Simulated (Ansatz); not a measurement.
A geometry of La2O3 away from equilibrium: step 2 of the relaxation of a generated trial cell of La2O3 in the AFLOW prototype A3B2_hP5_164_ad_d (D5_13, as in Al3Ni2). The numbers are results of PBEsol (plane waves to 420 eV, PAW, scalar-relativistic; Ansatz, a first-principles code), not measurements. Γ-centred k-mesh 6×6×5 on the run's cell (coarser than for final values), Fermi–Dirac smearing 0.05 eV. The plane waves were selected for a different cell earlier on the path.

```
La2O3
1.0
    4.26019     0.00000     0.00000
   -2.13009     3.68943     0.00000
    0.00000     0.00000     5.10738
O La
3 2
Cartesian
  0.00000   0.00000   0.00000
  0.00000   2.45962   3.39337
  2.13009   1.22981   1.71401
  0.00000   2.45962   0.95273
  2.13009   1.22981   4.15465
```

Q: Give the Cartesian forces on all atoms (eV/Å).

A: 
```
atom    Fx    Fy     Fz
----  ----  ----  -----
O1    0.00  0.00   0.00
O2    0.00  0.00   0.87
O3    0.00  0.00  -0.87
La4   0.00  0.00   4.18
La5   0.00  0.00  -4.18
```

The path ends in P-3m1 (No. 164). No spin polarisation in the result.

The run could not lose the symmetry of its start.

The first start was generated by placing the elements on the sites of a structure type. Materials Project lists a structure of La2O3 in the same space group, P-3m1 (No. 164); the sites were not compared with it, nor with measured phases.
